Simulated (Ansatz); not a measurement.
CuPd in space group R-3m (No. 166; Cu on 3a, Pd on 3b), plane-wave PAW r²SCAN (Ansatz code), all energies at zero smearing, with the estimated change up to a 700 eV cutoff added, with one set of potentials and settings (totals compare only within such a set). Cell of 2 atoms (1 Cu, 1 Pd): -13617.162 eV.

| element | reference phase | E (eV/atom) |
|---|---|---|
| Cu | Fm-3m, 1 atoms in the cell | -6631.2396 |
| Pd | Fm-3m, 1 atoms in the cell | -6985.7456 |

Formation energy per atom, worked out: (-13617.162 − 1×(-6631.2396) − 1×(-6985.7456))/2 = -0.088 eV/atom (-9 kJ per mol of atoms), at 0 K, without zero-point energy or fitted corrections.

The first step of the workflow began from a Materials Project structure, measured or hypothetical; the Crystallography Open Database copy checked does not list it. COD files the formula under space group No. 221. With Cu and Pd taken as one species the cell has the higher symmetry Fm-3m, so it may be an ordered model of a mixed-site phase. Whether it is the stable phase at ambient conditions was not checked. The r²SCAN relaxation kept the symmetry of its start; its stability against distortions is not shown here. The run is not spin-polarised. The references are the lowest solids computed at this level, not always the standard phases.

Potentials: the later of the program's two PAW sets.
